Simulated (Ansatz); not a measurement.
Computed with Ansatz 0.2.0, DFT PBE, scalar-relativistic, plane waves, PAW. All cells share a 420 eV cutoff and Γ-centred k meshes spaced at most about 0.3 Å⁻¹ (about 0.25 or finer for metals, 2π included). No spin polarisation in the final relaxations.

Temperature and zero-point effects are left out.

Two relaxed structures of Si2B2C:

1.

```xyz
5
Lattice="4.3179 0.0000 0.0000 0.0000 4.3179 0.0000 0.0000 0.0000 2.8609" Properties=species:S:1:pos:R:3 pbc="T T T"
Si    2.1590    0.0000    1.4305
Si    0.0000    2.1590    1.4305
B     0.0000    0.0000    0.0000
B     2.1590    2.1590    1.4305
C     0.0000    0.0000    1.4305
```

2.

```xyz
5
Lattice="3.1995 0.0000 0.0000 -1.5998 2.7709 0.0000 0.0000 0.0000 6.7100" Properties=species:S:1:pos:R:3 pbc="T T T"
Si    0.0000    0.0000    3.3550
Si    0.0000    0.0000    0.0000
B     1.5998    0.9236    2.5095
B     1.5998    0.9236    4.2005
C     0.0000    1.8472    0.0000
```

**Question.** Which form is favoured at zero pressure, and by what margin per atom?

**Answer.** Cell 1 is lower, by 85 meV/atom. Cell 1 has space group P4/mmm (No. 123), 10.7 Å³/atom and no gap on its mesh; cell 2 has space group P-6m2 (No. 187), 11.9 Å³/atom and no gap. Counting B or Si atoms around C (for each partner element, those within 1.25 times its shortest distance or 1.15 times the sum of covalent radii, where it is the nearest in units of that sum or under 1.3; a plus sign parts groups by distance over the sum of covalent radii), cell 1 has C 2+4 and cell 2 has C 3. Cell 2 holds B–B pairs (shortest 1.69 Å); in cell 1 the shortest B–B distance is 2.86 Å. Even the lower one lies +0.82 eV/atom against the reference forms of the elements (uncorrected), so neither is stable at this level. In cell 1, Si is surrounded by 2 B at 2.16 Å and 2 C at 2.16 Å; around B on its first site lie 2 C at 1.43 Å; C is surrounded by 2 B at 1.43 Å and 4 Si at 2.16 Å; 1 more site not described. In cell 2, Si on its first site has 6 B at 2.03 Å; B has 1 B at 1.69 Å and 3 Si at 2.03 Å; C has 3 Si at 1.85 Å; 1 more site not described. Both come from invented guesses. A third cell relaxed alike, in P6_3/mmc, lies 0.35 eV/atom below the lower of the two.

No dispersion correction is applied, so the spacing and binding between layers, chains or molecules are poorly described (P-6m2), and this can change margins and order among such cells. Cells relaxed within their symmetry can be saddle points.
